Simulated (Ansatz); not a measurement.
Profile along the Sn–I line in CsSnI3 (cubic perovskite)

CsSnI3 (cubic perovskite)

```cif
data_CsI3Sn
_chemical_formula_sum 'Cs1 Sn1 I3'
_space_group_name_H-M_alt 'Pm-3m'
_space_group_IT_number 221
_space_group_name_Hall '-P 4 2 3'
_cell_length_a 6.27122
_cell_length_b 6.27122
_cell_length_c 6.27122
_cell_angle_alpha 90.000
_cell_angle_beta 90.000
_cell_angle_gamma 90.000
loop_
_atom_site_label
_atom_site_type_symbol
_atom_site_symmetry_multiplicity
_atom_site_Wyckoff_symbol
_atom_site_fract_x
_atom_site_fract_y
_atom_site_fract_z
_atom_site_occupancy
Cs1 Cs 1 a 0.00000 0.00000 0.00000 1
Sn1 Sn 1 b 0.50000 0.50000 0.50000 1
I1 I 3 c 0.00000 0.50000 0.50000 1
```

Fields along a shortest Sn–I line of a {100} plane (3.14 Å), from Sn to I, interpolated on the slice's grid (step about 0.3 Å). Method: PBE (plane waves to 420 eV, PAW, scalar-relativistic; Ansatz, a program for electronic structure). k mesh 6×6×6. Near the nuclei the fields are pseudised (PAW); where an atom keeps semicore shells as valence, they peak there. CsSnI3 was relaxed with its symmetry unable to fall. Spin-orbit coupling is left out, though I is heavy. The PAW data are Ansatz's earlier set. This is a high-temperature form of CsSnI3.

| distance from Sn (Å) | valence electron density (e/Å³) | electron localisation function | density of the highest valence band (e/Å³) | density of the lowest conduction band (e/Å³) |
|---|---|---|---|---|
| 0.00 | 12.68 | x | 0.009 | 0.001 |
| 0.16 | 11.67 | x | 0.012 | 0.005 |
| 0.31 | 9.22 | x | 0.021 | 0.006 |
| 0.47 | 6.15 | x | 0.034 | 0.003 |
| 0.63 | 3.24 | 0.15 | 0.044 | 0.015 |
| 0.79 | 1.44 | 0.28 | 0.049 | 0.045 |
| 0.94 | 0.64 | 0.33 | 0.044 | 0.067 |
| 1.10 | 0.34 | 0.32 | 0.034 | 0.073 |
| 1.26 | 0.25 | 0.31 | 0.025 | 0.063 |
| 1.41 | 0.22 | 0.33 | 0.021 | 0.049 |
| 1.57 | 0.22 | 0.41 | 0.023 | 0.037 |
| 1.73 | 0.27 | 0.55 | 0.031 | 0.027 |
| 1.88 | 0.37 | 0.66 | 0.047 | 0.020 |
| 2.04 | 0.54 | 0.66 | 0.066 | 0.016 |
| 2.20 | 0.76 | 0.60 | 0.071 | 0.014 |
| 2.35 | 1.33 | 0.49 | 0.061 | 0.013 |
| 2.51 | 3.58 | 0.36 | 0.028 | 0.013 |
| 2.67 | 8.39 | x | 0.004 | 0.014 |
| 2.83 | 11.93 | x | 0.003 | 0.016 |
| 2.98 | 13.63 | x | 0.004 | 0.016 |
| 3.14 | 14.24 | x | 0.002 | 0.014 |

x: too close to a nucleus for the ELF to mean much. Band densities are of whole bands, smooth part only.

Density on the Sn–I line (3.14 Å) at its density minimum, 1.5 Å from Sn: 0.21 e/Å³. ELF at that point: 0.4. ELF maximum in the middle third of the Sn–I line: 0.66, 2.0 Å from Sn.
